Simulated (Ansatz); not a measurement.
NaI:
```yaml
crystal:
  lattice:
    - [0.00000, 3.23041, 3.23041]
    - [3.23041, 0.00000, 3.23041]
    - [3.23041, 3.23041, 0.00000]
  atoms:
    - { symbol: Na, position: [0.00000, 0.00000, 0.00000] }
    - { symbol: I, position: [0.50000, 0.50000, 0.50000] }
```

Tensor components refer to the Cartesian frame of this cell.

### Question
Give the high-frequency dielectric tensor and the Born effective charge tensors of the independent atoms from DFPT, r²SCAN in the plane-wave PAW code Ansatz.

### Answer

ε∞:
```
3.16  0.00  0.00
0.00  3.16  0.00
0.00  0.00  3.16
```
Z* of atom 1 (Na), rows: field, columns: displacement, in e:
```
1.17  0.00  0.00
0.00  1.17  0.00
0.00  0.00  1.17
```
Z* of atom 2 (I), rows: field, columns: displacement, in e:
```
-1.17   0.00   0.00
 0.00  -1.17   0.00
 0.00   0.00  -1.17
```

Static charges for comparison (Bader): Na1 +0.87, I2 -0.87 e. Born charges measure polarisation by displacement and can exceed these by far.

Space group Fm-3m (rock salt). The cell was relaxed with r²SCAN under the symmetry of its start; phonons on a q-mesh show no instability. Scalar-relativistic: spin–orbit coupling is off unless named, which matters more the heavier the elements.

Potentials: the later of the program's two PAW sets.
